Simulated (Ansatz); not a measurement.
A distorted cell of AlN (wurtzite):

```
CELL_PARAMETERS angstrom
      3.11382     0.00000     0.00000
     -1.55691     2.69665     0.00000
      0.00000     0.00000     4.98358
ATOMIC_POSITIONS crystal
  Al 0.33333 0.66667 0.99641
  Al 0.63944 0.31340 0.49641
  N  0.33333 0.66667 0.37839
  N  0.66667 0.33333 0.87839
```

Calculation: PBEsol (plane waves to 420 eV, PAW, scalar-relativistic; Ansatz, an electronic-structure program). k mesh 10×10×6 (Γ-centred), Fermi-Dirac smearing 0.05 eV. The energy includes the smearing's −TS. Compression counts positive. AlN was relaxed with its symmetry unable to fall.

Problem. Predict the force on every atom, in eV/Å.

Solution. 
```csv
atom,Fx,Fy,Fz
Al1,-0.031,-0.035,0.007
Al2,0.693,0.842,0.083
N3,-0.585,-0.730,-0.074
N4,-0.077,-0.078,-0.015
```

Problem. What is the stress tensor (GPa)?

Solution. 
```
  -1.38    -1.67     0.80
  -1.67     2.33     1.10
   0.80     1.10     0.09
```
The pressure, a third of the trace, is 0.35 GPa.

Problem. In it atom 2 sits (-0.054, -0.054, 0.000) Å away from its relaxed site. What is its energy relative to the relaxed cell?

Solution. 42 meV/cell.

(For displaced atoms, the force is minus the slope of the energy, and its curvature is a force constant, which sets phonon frequencies.)
